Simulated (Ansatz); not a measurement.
# Energy landscape of Ta$_{2}$Si

14 relaxations of Ta2Si ended in 12 distinct structures. All values below come from r2SCAN (plane waves to 500 eV, PAW, scalar-relativistic; Ansatz, a quantum-chemistry and plane-wave program).

```csv
#,space group,Pearson,type,E − E(lowest) (eV/atom),V (Å³/atom),runs ending here
1,I4/mcm,tI12,"AFLOW prototype A2B_tI12_140_h_a (C16, as in Al2Cu)",0.00,16.01,2
2,P-62m,hP9,–,0.14,16.18,1
3,Cmcm,oS12,–,0.19,16.50,2
4,Cmcm,oS12,–,0.29,16.31,1
5,P6₄22,hP9,–,0.32,16.50,1
6,P6₃/mmc,hP6,"AFLOW prototype AB2_hP6_194_c_ad (B8_2, as in InNi2)",0.39,16.11,1
7,P4/mbm,tP6,–,0.69,17.10,1
8,I4₁/amd,tI12,–,0.81,17.64,1
9,P4/mmm,tP3,–,0.82,18.40,1
10,Pnnm,oP6,AFLOW prototype AB2_oP6_58_a_g (as in Fe2C),0.90,18.43,1
11,P4/mmm,tP3,–,0.93,16.96,1
12,Pn-3m,cP6,"AFLOW prototype A2B_cP6_224_b_a (C3, as in Cu2O)",2.86,24.09,1
```

All are gapless at this level. I4/mcm, tI12, AFLOW prototype A2B_tI12_140_h_a (C16, as in Al2Cu) is the lowest among the structures calculated here.

```cif
data_Si4Ta8
_chemical_formula_sum 'Ta8 Si4'
_space_group_name_H-M_alt 'I4/mcm'
_space_group_IT_number 140
_space_group_name_Hall '-I 4 2c'
_cell_length_a 6.16632
_cell_length_b 6.16632
_cell_length_c 5.05280
_cell_angle_alpha 90.000
_cell_angle_beta 90.000
_cell_angle_gamma 90.000
loop_
_atom_site_label
_atom_site_type_symbol
_atom_site_symmetry_multiplicity
_atom_site_Wyckoff_symbol
_atom_site_fract_x
_atom_site_fract_y
_atom_site_fract_z
_atom_site_occupancy
Ta1 Ta 8 h 0.16359 0.33641 0.00000 1
Si1 Si 4 a 0.00000 0.00000 0.25000 1
```
(The calculation used a cell of 6 atoms; values per cell refer to that cell.)

Probably no minimum, since a slightly shaken restart fell lower: P6₃/mmc, hP6, AFLOW prototype AB2_hP6_194_c_ad (B8_2, as in InNi2) (by 0.20 eV/atom, to Cmcm); Pnnm, oP6, AFLOW prototype AB2_oP6_58_a_g (as in Fe2C) (by 0.61 eV/atom, to Cmcm). Each run could gain symmetry but not lose that of its start, so entries can be saddle points. All of these are generated cells (placed on structure types, drawn at random, substituted or restacked) that were not matched to a known phase here. The real structure of this composition may not be among these, and whether this composition forms is not checked here. Static energies at zero pressure. No spin polarisation in the result.
